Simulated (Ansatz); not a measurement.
Ansatz input

```yaml
crystal:
  lattice:
    - [-1.6977010129, 1.3956835902, 1.2432320686]
    - [1.3956835902, -1.6977010129, 1.2432320686]
    - [3.1416288948, 3.1416288948, -1.7963775316]
  atoms:
    - { symbol: Mn, position: [0.9587694893, 0.0412305107, 0.0], spin: 3.0 }
    - { symbol: Mn, position: [0.7912305107, 0.2087694893, 0.5], spin: 3.0 }
hamiltonian:
  xc: lda
  pseudopotentials:
    kind: paw
    azcp:
      Mn: "pseudopotentials/Mn.paw.azcp"
basis:
  ecutwfc: 420
  fft_grid_basis: typed
kpoints:
  mp_grid: { grid: [19, 19, 9], shift: [0, 0, 0] }
magnetization:
  spin_polarized: true
scf:
  occupations: { method: fermi_dirac, width: 0.05 }
  lower_state_search: "off"
output:
  stress: true
  write_density: true
  write_potential: true
  elf: true
  volumetric_format: npy
```

Terminal output

```
Warning: the record states the generating functional pbe (its physics header spells it `PBE`), which answers neither for hamiltonian.xc's functional nor for the lda family's — results may be inconsistent (PPs are generated against a specific XC)
Engine: ansatz 0.2.0, aarch64-unknown-linux-gnu
Pseudopotentials: kind: paw
Pseudopotential: Mn, paw, valence charge 15, recommended cutoff 420 eV (normal) 
Functional definition: SPW92
  exchange = slater_x
  correlation = pw_c
Crystal: 2 atoms, lattice volume = 22.486 Å³
Basis set: ecut = 420 eV, 439 PW (Γ)
Bands: 22, of which v1, the nominal top of the filled ones, is band 15 counted from 1 (14 counted from 0)
Symmetry: 4 space group operations
Space group: C2/c (ITA 15), of the structure as read, at distance tolerance 2.8e-5 Å
Magnetic group: BNS 15.85 (UNI 92), of the structure as read, at distance tolerance 2.8e-5 Å
k-points: 860 of 3249
Non-local potential: Mn, projectors of the file, l = 0: 3, l = 1: 2, l = 2: 3, l = 3: 1
PAW form: soft (Blöchl's): semilocal exchange-correlation on the pseudo side does not see the compensation charge
PAW frozen core: Mn, regenerated for the run's functional, and the local potential with it (the file was generated under x = pbe(κ = 0.804, μ = 0.2195149727645171), c = pbe(β = 0.06672455060314922))
PAW one-centre angular grid: Mn, 590 points (default); XC on 64 Gauss nodes
Initial density: superposition of atomic densities (chi_scale 0.1, normalization cell)
Starting moments: Σ|m| = 6 μB on 2 of 2 sites
Initial wavefunctions: pseudopotential atomic-orbital guess
Functional: x = slater, c = lda
SCF iter   1: F=—  HF=-7681.656423 eV  |F-HF|=—  |Δ(HF+E_count)|=         —  Δρ=1.66e-1 (↑1.66e-1 ↓7.75e-2)  dr2=1.77e0  dr2_m=2.90e0  M=3.497 μB ∫|m|=3.506 μB  β_m=0.30  ethr=3.10e-3  ⟨swp⟩=3.3  Hψ=132402  notcnv=0
Mixer restart at iter 1: flushing history
spin-set hold released at iteration 1 (the charge has settled, or the pull on large starting moments outlasts its swing): the magnetisation degrees of freedom join the quasi-Newton model from the next iteration; the mixer history was flushed
SCF iter   2: F=—  HF=-7681.563116 eV  |F-HF|=—  |Δ(HF+E_count)|=   9.33e-2  Δρ=1.13e-1 (↑1.13e-1 ↓7.57e-2)  dr2=3.63e-1  dr2_m=1.79e0  M=3.268 μB ∫|m|=3.277 μB  β_m=0.65  ethr=3.10e-3  ⟨swp⟩=2.7  Hψ=69442  notcnv=0  defer=1704
SCF iter   3: F=—  HF=-7682.421538 eV  |F-HF|=—  |Δ(HF+E_count)|=   8.58e-1  Δρ=1.22e-1 (↑1.22e-1 ↓3.44e-2)  dr2=1.53e0  dr2_m=1.14e0  M=1.882 μB ∫|m|=1.900 μB  β_m=0.44  ethr=1.21e-3  ⟨swp⟩=3.2  Hψ=67315  notcnv=0  defer=1705
SCF iter   4: F=—  HF=-7682.361156 eV  |F-HF|=—  |Δ(HF+E_count)|=   6.04e-2  Δρ=3.94e-2 (↑1.72e-2 ↓3.94e-2)  dr2=7.31e-2  dr2_m=1.61e-1  M=0.813 μB ∫|m|=0.839 μB  β_m=0.81  ethr=1.21e-3  ⟨swp⟩=3.0  Hψ=89331  notcnv=0  defer=1705
SCF iter   5: F=—  HF=-7682.402758 eV  |F-HF|=—  |Δ(HF+E_count)|=   4.16e-2  Δρ=2.02e-2 (↑2.02e-2 ↓1.34e-2)  dr2=1.46e-2  dr2_m=5.52e-2  M=-0.509 μB ∫|m|=0.509 μB  β_m=0.85  ethr=2.44e-4  ⟨swp⟩=3.1  Hψ=77123  notcnv=0  defer=1326
...
WARN: the starting moments were not kept: the SCF closed with an absolute magnetisation of 1.2e-6 μB, where they sum to 6 μB in size (2 sites). That is at most 0.1 of that sum. Measured as dr2_m measures the in/out step, that magnetisation stands 6.6e-13 eV from none, at or under the dr2_threshold of 1.0e-7 eV: it is no larger than a step whose dr2_m would equal this threshold. The system may hold no moment; this SCF shows only that its start led to no more than that. To try another start: raise the starting moments (crystal.atoms[].spin, magnetization.per_species, magnetization.initial_magnetization, or on a non-collinear deck that types none of these the spinor_matrix: blocks that start its atoms; where the total moment is fixed, keep their sum and leave initial_magnetization as it is; typed ones take the place of any that the run laid by itself, positive ones on a crystal's lanthanoids without a Hubbard term where scf.initial_density.shell_occupations: [] is typed) or, if the notice of its spin-set hold's release reads "site moments contracting" or "site moments show no strong build", lengthen the hold (scf.mixing.spin_hold: { on: { confirm: 4 } }; for m-r²SCAN on two components see the key's manual first). Each may lead to a state that holds a moment. A second SCF, from the converged charge density, with the starting moments and any scf.initial_density.shell_occupations laid on it anew, would have followed, and was not run: the deck does not ask for one (magnetization.retry_lost_moments is false, the default). To let it run, set magnetization.retry_lost_moments: true and run the deck again, where that key's refused combinations let it; where memory then withholds it, that run's warning says so.
SCF 1 converged in 13 iterations: F = -7682.434884 eV  dr2 = 1.25e-11
SCF converged after 13 iterations
Magnetization: -0.0000 μB (15.0000 up, 15.0000 down)
Absolute magnetization: 0.0000 μB (∫|ρ↑−ρ↓|, with the PAW one-centre terms)
Spin contamination: 0.0000 ħ² per cell (⟨S²⟩ above its minimum at these occupations)
Per-site moments (μB) at R_I (Å): [(-4.8552577397064964e-8, 1.0325763463009623), (-4.855257715370756e-8, 1.0325763463009623)]
Free energy (F): -7682.434884 eV
Harris-Foulkes:  -7682.434884 eV  (|F-HF|=8.19e-12)
Internal energy: -7682.410747 eV  (E = F + TS)
E sigma→0 (E₀):  -7682.422816 eV
Entropy (-TS):   -0.024138 eV (-12.069 meV/atom)
Fermi energy:    18.747175 eV
--- Per-component energies (eV) ---
  E_band       = -348.953843
  E_kinetic    = 615.209203
  E_local      = -3228.147935  (includes V_loc(G=0)·N_el)
  E_nonlocal   = 481.730609
  E_hartree    = 1331.928177
  E_xc         = -229.459731
  E_vxc        = -295.340684  (∫ρ·V_xc dr)
  E_paw        = -2477.546763  (= ΣΔE_a)
  E_vpaw       = -586.261537  (= ΣTr[D̂ρ^β])
  E_aug_tail   = -0.000019  (compensation charges beyond the density's cutoff)
  E_ewald      = -4176.892193
  E_core_change = 0.767906  (= ΣΔE_core)
  E_smearing   = -0.024138  (= −TS)
  E_closure    = 0.000000  (closes the sum)
  Σ components = -7682.434884   (vs F -7682.434884, Δ=0.00e0)
--- Stress (GPa, compression-positive) ---
      -29.326874       0.004484      -0.027407
        0.004484     -29.326874      -0.027407
       -0.027407      -0.027407     -29.153751
  P = ⅓ Tr σ = -29.2692 GPa (-292.692 kbar)
--- Band table (eV; the first three rows and the last of 1720) ---
  k-point 0 ↑: bands = ["-59.6661", "-59.5248", "-29.0608", "-28.4762", "-28.4736", "-28.3798", "-28.3792", "-28.3653", "10.7801", "14.5278", "17.8499", "17.8616", "17.8686", "18.3022", "18.3098", "18.7748", "18.7932", "19.5039", "20.2745", "20.2869", "27.5515", "39.2181"]
  k-point 1 ↑: bands = ["-59.6619", "-59.5291", "-29.0404", "-28.4733", "-28.4708", "-28.3869", "-28.3827", "-28.3820", "10.9086", "14.5049", "17.8059", "17.8133", "17.8237", "18.2538", "18.2612", "18.8815", "18.8997", "19.1341", "20.2707", "20.2814", "28.1430", "39.1009"]
  k-point 2 ↑: bands = ["-59.6497", "-59.5414", "-28.9815", "-28.4650", "-28.4626", "-28.4488", "-28.3911", "-28.3903", "11.2850", "14.3890", "17.6808", "17.7319", "17.7478", "18.1287", "18.1360", "18.3449", "19.1352", "19.1524", "20.2425", "20.2488", "29.6353", "38.7431"]
  k-point 859 ↓: bands = ["-59.5149", "-59.5069", "-29.0266", "-29.0034", "-28.5640", "-28.5560", "-28.5285", "-28.5280", "14.5804", "14.7761", "16.1871", "16.3657", "18.6918", "19.1548", "19.1816", "19.9410", "20.5566", "20.5891", "21.2531", "22.1790", "28.2919", "28.5105"]
```
